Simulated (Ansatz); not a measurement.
A single-point calculation of an 8-atom cell of InSe started from a crystallographic database with the PAW code Ansatz, at the level Hartree-Fock. The geometry is the r2SCAN+rVV10 minimum.

```yaml
crystal:
  lattice:
    - [4.0181119053, 0.0, 0.0]
    - [-2.0090559527, 3.4797869852, 0.0]
    - [0.0, 0.0, 16.9256135378]
  atoms:
    - { symbol: In, position: [0.3333333333, 0.6666666667, 0.1677023332] }
    - { symbol: In, position: [0.6666666667, 0.3333333333, 0.6677023332] }
    - { symbol: In, position: [0.3333333333, 0.6666666667, 0.3322976668] }
    - { symbol: In, position: [0.6666666667, 0.3333333333, 0.8322976668] }
    - { symbol: Se, position: [0.3333333333, 0.6666666667, 0.5927860119] }
    - { symbol: Se, position: [0.6666666667, 0.3333333333, 0.0927860119] }
    - { symbol: Se, position: [0.3333333333, 0.6666666667, 0.9072139881] }
    - { symbol: Se, position: [0.6666666667, 0.3333333333, 0.4072139881] }
kpoints:
  mp_grid: { grid: [6, 6, 2] }
  band_path:
    path:
      - [0.0, 0.0, 0.0]
      - [0.5, 0.0, 0.0]
      - [0.3333333333, 0.3333333333, 0.0]
      - [0.0, 0.0, 0.5]
      - [0.5, 0.0, 0.5]
      - [0.3333333333, 0.3333333333, 0.5]
    npoints: 1
hamiltonian:
  xc: hf
scf:
  occupations: { method: fixed }
  n_extra_bands: 6
output:
  forces: true
  stress: true
  eigenvalues: true
  write_density: true
  write_potential: true
  elf: true
  volumetric_format: npy
```

The output follows, shortened, with numbered blanks.
```
Functional definition: HF
Crystal: 8 atoms, lattice volume = 236.657 Å³
[1]
Bands: 64, of which v1, the nominal top of the filled ones, is band 58 counted from 1 (57 counted from 0)
Symmetry: 24 space group operations
Space group: P63/mmc (ITA 194)
k-points: 14 of 72
[warm-up without exact exchange]
SCF 1 stopped early in 6 iterations: F = -43803.691590 eV  dr2 = 1.33e-6
[exact exchange on]
SCF 2 stopped early in 8 iterations: F = -43882.605714 eV  dr2 = 1.41e-4
hybrid outer 1: dexx = +2.814e0 eV, tail = 4.54e-2 eV
SCF 3 stopped early in 5 iterations: F = -43882.610767 eV  dr2 = 1.65e-6
hybrid outer 2: dexx = +2.042e-3 eV, tail = 2.82e-4 eV, Δε = 2.57e-2 eV, ΔF = 1.86e-1 eV/Å
SCF 4 stopped early in 3 iterations: F = -43882.610869 eV  dr2 = 1.93e-7
hybrid outer 3: dexx = +1.764e-5 eV, tail = 1.89e-6 eV, Δε = 2.74e-3 eV, ΔF = 6.58e-3 eV/Å
SCF 5 converged in 6 iterations: F = -43882.610870 eV  dr2 = 1.13e-11
hybrid outer 4: dexx = +3.365e-7 eV, tail = 3.09e-8 eV, Δε = 2.60e-4 eV, ΔF = 2.20e-3 eV/Å
SCF 6 converged in 2 iterations: F = -43882.610870 eV  dr2 = 1.98e-10
hybrid outer 5: dexx = +1.409e-9 eV, tail = 6.50e-10 eV, Δε = 1.82e-5 eV, ΔF = 2.12e-4 eV/Å
Free energy (F): -43882.610870 eV
[2]
--- Per-component energies (eV) ---
  E_band       = -3018.292284
  E_kinetic    = 1442.004388
  E_local      = -15902.567997
  E_nonlocal   = -958.338214
  E_hartree    = 7364.328071
  E_xc         = 0.000000
  E_vxc        = 0.000000
  E_exx        = -1811.377142
  E_paw        = -23337.773660
  E_vpaw       = 1294.710439
  E_ewald      = -10671.978599
  E_core_change = -6.905357
--- Forces (eV/Å), atoms counted from 1 ---
[3]
--- Stress (GPa, compression-positive) ---
        3.588142       0.000000       0.000000
        0.000000       3.588142       0.000000
        0.000000       0.000000       2.775741
  P = ⅓ Tr σ = 3.3173 GPa (33.173 kbar)
--- Band table (eV; the first three rows and the last of 14) ---
[4]
```

The rows of the band table are 0: (0, 0, 0) = Γ, 1: (0, 0, -1/2) = A, 2: (0, 1/6, 0), 13: (1/3, 1/3, -1/2) = H.

Question: What stood in the gaps? They hold the forces, the Fermi energy and the band table, cutoff and plane waves at Γ.

Answer:
```
[1]
Basis set: ecut = 420 eV, 4653 PW (Γ)
[2]
Fermi energy:    5.105980 eV
[3]
  atom   1  In      0.00000      0.00000    -0.47920
  atom   2  In      0.00000      0.00000    -0.47920
  atom   3  In      0.00000      0.00000      0.47920
  atom   4  In      0.00000      0.00000      0.47920
  atom   5  Se      0.00000      0.00000      0.43885
  atom   6  Se      0.00000      0.00000      0.43885
  atom   7  Se      0.00000      0.00000    -0.43885
  atom   8  Se      0.00000      0.00000    -0.43885
[4]
  k-point 0: bands = […, 3.3438, 3.4730, 3.4730, 3.5812, 3.5812, 5.1060, 11.9118, 13.2025, 13.7472, 13.7499, …]
  k-point 1: bands = […, 3.5380, 3.5380, 3.5380, 3.5380, 4.3023, 4.3023, 12.5507, 12.5507, 13.7670, 13.7670, …]
  k-point 2: bands = […, 2.8072, 2.9405, 3.0839, 3.2301, 3.7706, 4.8043, 13.2264, 13.8763, 13.9493, 14.3982, …]
  k-point 13: bands = […, 1.5129, 1.5129, 1.8546, 1.8546, 3.0650, 3.0650, 12.2927, 12.2927, 13.9113, 13.9113, …]
```
The trailing digits, and the zero of the energies, depend on the potentials and thresholds.

With Hartree-Fock the valence top lies at Γ and the conduction bottom at M, 6.74 eV higher; the smallest vertical gap, at Γ, is 6.81 eV. With the atoms held, the mean pressure is +3.3 GPa (compression positive). The stress of a hybrid is loosely converged here. The largest force is 0.48 eV/Å.

Command: `ansatz run input.yaml --threads 4 --pin off --max-ram 7372MiB --backend cpu --events-out ev --progress --plain --runs-dir out`.

Question: It ran on 4 threads of Arm Neoverse V1, with other jobs on the host. About how long did it take, and what peak of host memory did it reach?

Answer: About 6.6 min, with a peak of 5.8 GiB.

The values are computed, spin-unpolarised, and not measurements.

Spin-orbit coupling is left out, which matters wherever the heavy atoms make up the band edges.

The meshes of the hybrids are coarse, so their gaps aren't converged to the digits shown.
